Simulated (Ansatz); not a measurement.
Input file for Ansatz (a program for electronic structure):

Ansatz 0.2 input:
```yaml
crystal:
  lattice:
    - [1.936422963, -5.130138636, 0.0]
    - [1.936422963, 5.130138636, 0.0]
    - [0.0, 0.0, 10.2956023883]
  atoms:
    - { symbol: Ta, position: [0.196775507, 0.803224493, 0.25] }
    - { symbol: Ta, position: [0.803224493, 0.196775507, 0.75] }
    - { symbol: Ta, position: [0.8666595269, 0.1333404731, 0.4400415008] }
    - { symbol: Ta, position: [0.1333404731, 0.8666595269, 0.5599584992] }
    - { symbol: Ta, position: [0.1333404731, 0.8666595269, 0.9400415008] }
    - { symbol: Ta, position: [0.8666595269, 0.1333404731, 0.0599584992] }
    - { symbol: N, position: [0.0469829652, 0.9530170348, 0.3812373053] }
    - { symbol: N, position: [0.9530170348, 0.0469829652, 0.6187626947] }
    - { symbol: N, position: [0.9530170348, 0.0469829652, 0.8812373053] }
    - { symbol: N, position: [0.0469829652, 0.9530170348, 0.1187626947] }
    - { symbol: N, position: [0.6920590809, 0.3079409191, 0.5740712472] }
    - { symbol: N, position: [0.3079409191, 0.6920590809, 0.4259287528] }
    - { symbol: N, position: [0.3079409191, 0.6920590809, 0.0740712472] }
    - { symbol: N, position: [0.6920590809, 0.3079409191, 0.9259287528] }
    - { symbol: N, position: [0.2369925936, 0.7630074064, 0.75] }
    - { symbol: N, position: [0.7630074064, 0.2369925936, 0.25] }
kpoints:
  mp_grid: { grid: [6, 6, 3] }
  band_path:
    path:
      - [[0.0, 0.0, 0.0], [-0.5, 0.5, 0.0], [-0.2856190436, 0.7143809564, 0.0]]  # Γ-Y-C_0
      - [[0.2856190436, 0.2856190436, 0.0], [0.0, 0.0, 0.0], [0.0, 0.0, 0.5], [0.2856190436, 0.2856190436, 0.5]]  # Σ_0-Γ-Z-A_0
      - [[-0.2856190436, 0.7143809564, 0.5], [-0.5, 0.5, 0.5], [-0.5, 0.5, 0.0]]  # E_0-T-Y
      - [[0.0, 0.0, 0.0], [0.0, 0.5, 0.0], [0.0, 0.5, 0.5], [0.0, 0.0, 0.5], [-0.5, 0.5, 0.5]]  # Γ-S-R-Z-T
      - [VBM, CBM]
    npoints: 6
hamiltonian:
  xc: r2scan
  pseudopotentials: { kind: paw }
magnetization: { noncollinear: true, spin_orbit: true }
scf:
  n_extra_bands: 32
  convergence: { dr2_threshold: 0.0000000001 }
  occupations: { method: gaussian, width: 0.01 }
checkpoint: { write: soc.run }
output: { eigenvalues: true }
```

Output (shortened):

```
Pseudopotential: Ta, paw_fr, valence charge 13
Pseudopotential: N, paw_fr, valence charge 5
Functional definition: r2SCAN
non-collinear run that drives no moment, with spin-orbit …
Crystal: 16 atoms, lattice volume = 204.555 Å³
Basis set: ecut = 500 eV, 5125 PW (Γ), exchange–correlation on 160×160×320 points (64 copies of the dense FFT grid, shifted against one another)
Bands: 160, of which v1, the nominal top of the filled ones, is band 128 counted from 1 (127 counted from 0)
Symmetry: 8 space group operations + 8 with time reversal
k-points: 26 of 108
Projection manifold: j_resolved (fully-relativistic pseudo-atomic orbitals)
SCF iter   1: F=—  HF=-63396.199548 eV  |F-HF|=—  |Δ(HF+E_count)|=         —  Δρ=1.15e-1  dr2=3.11e1  dr2_τ=1.14e0  dr2_m=0.00e0 (ungated)  ethr=3.10e-3  |M|=0.00e0 ∫|m|=0.00e0 μB  |m|>n=0.0e0 m-floor=0.0e0 τ_xc=0.0e0  β_m=0.30  ⟨swp⟩=6.0  Hψ=9578  notcnv=0  defer=388
preconditioner: auto → Resta (q_TF=auto, 2.523 Å⁻¹)
spin=Noncollinear: Resta preconditioning applied to the charge; magnetization (m_x, m_y, m_z) channels mix plain (no charge-response kernel on spin).
SCF iter   2: F=—  HF=-63390.855412 eV  |F-HF|=—  |Δ(HF+E_count)|=    5.34e0  Δρ=6.04e-2  dr2=7.56e0  dr2_τ=1.68e-1  dr2_m=0.00e0 (ungated)  ethr=3.10e-3  |M|=0.00e0 ∫|m|=0.00e0 μB  |m|>n=0.0e0 m-floor=0.0e0 τ_xc=0.0e0  β_m=0.43  ⟨swp⟩=3.0  Hψ=3570  notcnv=0  defer=690
SCF iter   3: F=—  HF=-63390.661403 eV  |F-HF|=—  |Δ(HF+E_count)|=   1.94e-1  Δρ=2.71e-2  dr2=1.08e0  dr2_τ=1.40e-2  dr2_m=0.00e0 (ungated)  ethr=3.10e-3  |M|=0.00e0 ∫|m|=0.00e0 μB  |m|>n=0.0e0 m-floor=0.0e0 τ_xc=0.0e0  β_m=0.71  ⟨swp⟩=2.4  Hψ=2859  notcnv=0  defer=690
SCF iter   4: F=—  HF=-63390.741029 eV  |F-HF|=—  |Δ(HF+E_count)|=   7.96e-2  Δρ=4.41e-3  dr2=5.09e-2  dr2_τ=2.71e-3  dr2_m=0.00e0 (ungated)  ethr=8.45e-4  |M|=0.00e0 ∫|m|=0.00e0 μB  |m|>n=0.0e0 m-floor=0.0e0 τ_xc=0.0e0  β_m=0.72  ⟨swp⟩=2.2  Hψ=3013  notcnv=0  defer=690
SCF iter   5: F=—  HF=-63390.744754 eV  |F-HF|=—  |Δ(HF+E_count)|=   3.72e-3  Δρ=2.12e-3  dr2=1.05e-2  dr2_τ=2.88e-4  dr2_m=0.00e0 (ungated)  ethr=3.97e-5  |M|=0.00e0 ∫|m|=0.00e0 μB  |m|>n=0.0e0 m-floor=0.0e0 τ_xc=0.0e0  β_m=0.82  ⟨swp⟩=2.3  Hψ=3049  notcnv=0  defer=692
SCF iter   6: F=—  HF=-63390.746152 eV  |F-HF|=—  |Δ(HF+E_count)|=   1.40e-3  Δρ=8.56e-4  dr2=2.22e-3  dr2_τ=7.87e-5  dr2_m=0.00e0 (ungated)  ethr=8.20e-6  |M|=0.00e0 ∫|m|=0.00e0 μB  |m|>n=0.0e0 m-floor=0.0e0 τ_xc=0.0e0  β_m=0.81  ⟨swp⟩=2.0  Hψ=2860  notcnv=0  defer=692
SCF iter   7: F=—  HF=-63390.746239 eV  |F-HF|=—  |Δ(HF+E_count)|=   8.68e-5  Δρ=2.61e-4  dr2=1.74e-4  dr2_τ=3.25e-6  dr2_m=0.00e0 (ungated)  ethr=1.74e-6  |M|=0.00e0 ∫|m|=0.00e0 μB  |m|>n=0.0e0 m-floor=0.0e0 τ_xc=0.0e0  β_m=0.90  ⟨swp⟩=2.0  Hψ=2551  notcnv=0  defer=692
SCF iter   8: F=—  HF=-63390.746299 eV  |F-HF|=—  |Δ(HF+E_count)|=   6.03e-5  Δρ=7.19e-5  dr2=1.84e-5  dr2_τ=1.15e-6  dr2_m=0.00e0 (ungated)  ethr=1.36e-7  |M|=0.00e0 ∫|m|=0.00e0 μB  |m|>n=0.0e0 m-floor=0.0e0 τ_xc=0.0e0  β_m=0.88  ⟨swp⟩=2.1  Hψ=2682  notcnv=0  defer=692
SCF iter  14: F=-63390.746355 eV  HF=-63390.746355 eV  |F-HF|=2.91e-11  |Δ(HF+E_count)|=  1.09e-10  Δρ=1.76e-7  dr2=9.91e-11  dr2_τ=7.02e-13  dr2_m=0.00e0 (ungated)  ethr=1.00e-12  |M|=0.00e0 ∫|m|=0.00e0 μB  |m|>n=0.0e0 m-floor=0.0e0 τ_xc=0.0e0  ⟨swp⟩=11.2  Hψ=9273  notcnv=0
SCF 1 converged in 14 iterations: F = -63390.746355 eV  dr2 = 9.91e-11
NSCF: frozen V_eff on 52 k-points
NSCF: frozen V_eff on 52 k-points
NSCF: frozen V_eff on 52 k-points
NSCF: frozen V_eff on 35 k-points
NSCF: frozen V_eff on 11 k-points
NSCF: frozen V_eff on 23 k-points
NSCF: frozen V_eff on 8 k-points
NSCF: frozen V_eff on 18 k-points
NSCF: frozen V_eff on 5 k-points
NSCF: frozen V_eff on 7 k-points
NSCF: frozen V_eff on 5 k-points
NSCF: frozen V_eff on 13 k-points
NSCF: frozen V_eff on 77 k-points
SCF converged after 14 iterations
Magnetization: |M| = 0.0000 μB,  M = (+0.0000, +0.0000, +0.0000) μB
Absolute magnetization: 0.0000 μB (∫|m|)
  site 0: m = (+0.0000, +0.0000, +0.0000) μB, |m| = 0.0000 μB  (R = 0.84 Å)
  site 1: m = (+0.0000, +0.0000, +0.0000) μB, |m| = 0.0000 μB  (R = 0.84 Å)
  site 2: m = (+0.0000, +0.0000, +0.0000) μB, |m| = 0.0000 μB  (R = 0.80 Å)
  site 3: m = (+0.0000, +0.0000, +0.0000) μB, |m| = 0.0000 μB  (R = 0.80 Å)
  site 4: m = (+0.0000, +0.0000, +0.0000) μB, |m| = 0.0000 μB  (R = 0.80 Å)
  site 5: m = (+0.0000, +0.0000, +0.0000) μB, |m| = 0.0000 μB  (R = 0.80 Å)
  site 6: m = (+0.0000, +0.0000, +0.0000) μB, |m| = 0.0000 μB  (R = 0.80 Å)
  site 7: m = (+0.0000, +0.0000, +0.0000) μB, |m| = 0.0000 μB  (R = 0.80 Å)
  site 8: m = (+0.0000, +0.0000, +0.0000) μB, |m| = 0.0000 μB  (R = 0.80 Å)
  site 9: m = (+0.0000, +0.0000, +0.0000) μB, |m| = 0.0000 μB  (R = 0.80 Å)
  site 10: m = (+0.0000, +0.0000, +0.0000) μB, |m| = 0.0000 μB  (R = 0.84 Å)
  site 11: m = (+0.0000, +0.0000, +0.0000) μB, |m| = 0.0000 μB  (R = 0.84 Å)
  site 12: m = (+0.0000, +0.0000, +0.0000) μB, |m| = 0.0000 μB  (R = 0.84 Å)
  site 13: m = (+0.0000, +0.0000, +0.0000) μB, |m| = 0.0000 μB  (R = 0.84 Å)
  site 14: m = (+0.0000, +0.0000, +0.0000) μB, |m| = 0.0000 μB  (R = 0.85 Å)
  site 15: m = (+0.0000, +0.0000, +0.0000) μB, |m| = 0.0000 μB  (R = 0.85 Å)
Free energy (F): -63390.746355 eV
Harris-Foulkes:  -63390.746355 eV  (|F-HF|=2.91e-11)
Internal energy: -63390.746355 eV  (E = F + TS)
E sigma→0 (E₀):  -63390.746355 eV
Fermi energy:    12.468481 eV
--- Per-component energies (eV) ---
  E_band       = -1130.899371
  E_kinetic    = 3504.445590
  E_local      = -7474.705065  (includes V_loc(G=0)·N_el)
  E_nonlocal   = 517.884401
  E_hartree    = 2648.311126
  E_xc         = -1822.266028
  E_vxc        = -2174.837729  (∫ρ·V_xc dr)
  E_paw        = -51663.151746  (= ΣΔE_a)
  E_vpaw       = -914.770273  (= ΣTr[D̂ρ^β])
  E_aug_tail   = 0.000628  (compensation charges beyond the density's cutoff)
  E_vtau       = 114.460885  (kinetic-family band-sum trace: ∫τ·v_τ [+ j·A + Jᵃ·Aᵃ] dr)
  E_ewald      = -9096.273188
  E_core_change = -4.992072  (= ΣΔE_core)
  E_smearing   =  0.000000  (= −TS)
  E_closure    =  0.000000  (closes the sum)
  Σ components = -63390.746355   (vs F -63390.746355, Δ=0.00e0)
  [band-id]    e_kinetic+e_local+e_nonlocal+2·e_hartree+e_vxc+e_vpaw+e_augmentation_tail+e_vtau = -1130.899310   (vs E_band -1130.899371, Δ=6.06e-5)
--- Band table (eV; the first three rows and the last of 26) ---
  k-point 0: bands = ["-58.1510", "-58.1510", "-58.1504", "-58.1504", "-57.9606", "-57.9606", "-57.9601", "-57.9601", "-57.9352", "-57.9352", "-57.9349", "-57.9349", "-30.3791", "-30.3791", "-30.3710", "-30.3710", "-30.2360", "-30.2360", "-30.2304", …
  k-point 1: bands = ["-58.1509", "-58.1509", "-58.1505", "-58.1505", "-57.9605", "-57.9605", "-57.9602", "-57.9602", "-57.9351", "-57.9351", "-57.9350", "-57.9350", "-30.3771", "-30.3771", "-30.3731", "-30.3731", "-30.2348", "-30.2348", "-30.2320", …
  k-point 2: bands = ["-58.1507", "-58.1507", "-58.1501", "-58.1501", "-57.9594", "-57.9594", "-57.9591", "-57.9591", "-57.9359", "-57.9359", "-57.9356", "-57.9356", "-30.3801", "-30.3801", "-30.3723", "-30.3723", "-30.2348", "-30.2348", "-30.2300", …
  k-point 25: bands = ["-58.1508", "-58.1508", "-58.1505", "-58.1505", "-57.9522", "-57.9522", "-57.9521", "-57.9521", "-57.9435", "-57.9435", "-57.9433", "-57.9433", "-30.3769", "-30.3769", "-30.3720", "-30.3720", "-30.1971", "-30.1971", "-30.1905", …
```

Cost: roughly 27 core-minutes on shared cores.

Space group Cmcm. The first step of the workflow began from a Materials Project structure, measured or hypothetical; the Crystallography Open Database files this formula in space group No. 63, but the cells were not matched. Whether it is the stable phase at ambient conditions was not checked. Symmetry was held in the r²SCAN relaxation; whether a distortion lowers the energy is not shown. The run is not spin-polarised.

Potentials: the later of the program's two PAW sets.

Ansatz is a plane-wave DFT program.
